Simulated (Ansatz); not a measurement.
Space group Pm-3m (No. 221). a = 3.821 Å, b = 3.821 Å, c = 3.821 Å, α = 90.00°, β = 90.00°, γ = 90.00°
```
atom site symmetry x y z
  Ti    1a m-3m  0.0000  0.0000  0.0000
  Rh    3c    4/mm.m  0.0000  0.5000  0.5000
```

Equation of state of this TiRh₃ structure (not necessarily the ground state), with shape and atoms relaxed at each volume where symmetry leaves them free. It has no gap at any of these volumes. Method: DFT r2SCAN, scalar-relativistic, plane waves, PAW in Ansatz 0.2.0.

Cutoff 500 eV; k points 12×12×12 on the computed 4-atom cell (Γ-centred); Gaussian smearing, width 0.10 eV; no spin polarisation.

```tsv
V (Å³/atom)	E − E(largest V) (meV/atom)	P (GPa)
13.105	8.74	18.03
13.524	-25.08	8.24
13.942	-35.42	0.00
14.360	-26.01	-6.93
14.778	0.00	-12.74
```

Q: Fit a third-order Birch–Murnaghan equation to E(V).

A: V0 = 13.94 Å³/atom, B0 = 252 GPa, B0' = 4.8.